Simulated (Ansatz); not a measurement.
An ordered 8-atom cell of Be3CdS4 on the zincblende lattice (I-42m), relaxed with r2SCAN. Space group I-42m (No. 121), tetragonal; conventional cell a = 5.153 Å, c = 10.090 Å, 16.74 Å³ an atom. Around Be lie 4 S at 2.16 Å; around S lie 3 Be at 2.12–2.16 Å and 1 Cd at 2.47 Å; around Be lie 4 S at 2.12 Å; around Cd lie 4 S at 2.47 Å.

The questions ask for values computed with the plane-wave code Ansatz on this geometry. All values are calculated for a non-magnetic cell, which may be hypothetical.

Given (8×8×8 mesh): With PBE the gap is 3.19 eV and direct, at Γ.

**Question.** What does HSE06 give for the gap (4×4×4 mesh)?

**Answer.** HSE06 gives a direct gap of 4.11 eV at Γ. The gap differs by +0.92 eV from PBE's.

**Question.** How does the gap change from PBE to PBE0 (4×4×4)?

**Answer.** PBE0 gives a direct gap of 4.82 eV at Γ. The gap differs by +1.63 eV from PBE's.

**Question.** How strongly does the crystal screen a field with clamped ions (r2SCAN)?

**Answer.** The clamped-ion dielectric constant comes out as 5.23 along x and y, 5.07 along z. Born charges, averaged over directions: Be +1.74 to +1.82, S -1.85, Cd +2.00 e. The program notes that the ground state's band table doesn't vouch for all the bands that the response reads.

Spin-orbit coupling is left out.

The meshes of the hybrids are coarse, so their gaps aren't converged to the digits shown.
